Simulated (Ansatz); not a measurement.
Input and command of a plane-wave DFT calculation in Ansatz:

```yaml
crystal:
  lattice:
    - [7.4031984151, 0.0, 0.0]
    - [-3.7015992075, 6.4113578967, 0.0]
    - [0.0, 0.0, 3.8721104426]
  atoms:
    - { symbol: Sr, position: [0.0, 0.0, 0.0] }
    - { symbol: Al, position: [0.3333333333, 0.6666666667, 0.0] }
    - { symbol: Al, position: [0.6666666667, 0.3333333333, 0.0] }
    - { symbol: Te, position: [0.5, 0.0, 0.5] }
    - { symbol: Te, position: [0.5, 0.5, 0.5] }
    - { symbol: Te, position: [0.0, 0.5, 0.5] }
basis:
  ecutwfc: 420
kpoints:
  mp_grid: { grid: [6, 6, 10] }
hamiltonian:
  xc: pbe
scf:
  occupations: { method: gaussian, width: 0.1 }
output:
  forces: true
  stress: true
  eigenvalues: true
relax:
  adjacent_minimum: "off"
  f_tol: 0.01
  max_steps: 80
  cell: { stress_tol: 0.05 }
```

```bash
ansatz run input.yaml --threads 1 --pin off --max-ram 2560MiB --backend cpu --events-out ev --progress --plain --runs-dir out
```

Processor: Oxide Virtual Turin-like Processor (Zen 5), 1 thread, on a host shared with other jobs.

Problem. How long does it run, and how much memory does it take?

Solution. About 71 s on 1 thread of Oxide Virtual Turin-like Processor (Zen 5), with other jobs on the host, peak memory 0.61 GiB. It solves 39 bands at 42 k points (the mesh reduced by symmetry) with about 3625 plane waves (on the last cell), in 41 SCF iterations over 6 ionic steps.
